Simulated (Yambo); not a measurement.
Convergence of the G0W0 gap of RbSO2F

G0W0@LDA for RbSO2F (space group P2_1/m, No. 11) in Yambo. Reference settings: 2×2×2 Γ-centred k mesh, 297 bands and a 7 Ry block in the screening, 297 bands in G with the Bruneval-Gonze terminator, plasmon pole fitted at 27.2 eV. The LDA gap (-0.5, 0, -0.5) → (-0.5, 0, 0) on this mesh is 4.03 eV; G0W0 gaps are taken between the same points.

```json
[
 {"change from the reference": "reference settings", "G0W0 gap (-0.5, 0, -0.5) → (-0.5, 0, 0) (eV)": "7.62", "shift of the valence edge (eV)": "-1.71", "rough Yambo cost": "1"},
 {"change from the reference": "112 bands in W, 112 bands in G", "G0W0 gap (-0.5, 0, -0.5) → (-0.5, 0, 0) (eV)": "7.75", "shift of the valence edge (eV)": "-1.56", "rough Yambo cost": "about 1/3"},
 {"change from the reference": "191 bands in W, 191 bands in G", "G0W0 gap (-0.5, 0, -0.5) → (-0.5, 0, 0) (eV)": "7.66", "shift of the valence edge (eV)": "-1.65", "rough Yambo cost": "within a factor of two"},
 {"change from the reference": "112 bands in G, no terminator", "G0W0 gap (-0.5, 0, -0.5) → (-0.5, 0, 0) (eV)": "7.65", "shift of the valence edge (eV)": "-1.16", "rough Yambo cost": "–"},
 {"change from the reference": "no terminator", "G0W0 gap (-0.5, 0, -0.5) → (-0.5, 0, 0) (eV)": "7.61", "shift of the valence edge (eV)": "-1.53", "rough Yambo cost": "–"}
]
```

The reference isn't shown to be the converged limit. Costs are rough (shared machines), scaled to the same edge states, and given only for runs that recompute the screening.

Geometry of the Materials Project entry, not relaxed at this level; primitive cell a = 4.886 Å, b = 6.030 Å, c = 7.400 Å, α = 90.00°, β = 107.79°, γ = 90.00°.

A shift is the quasiparticle energy of the state minus its LDA energy.
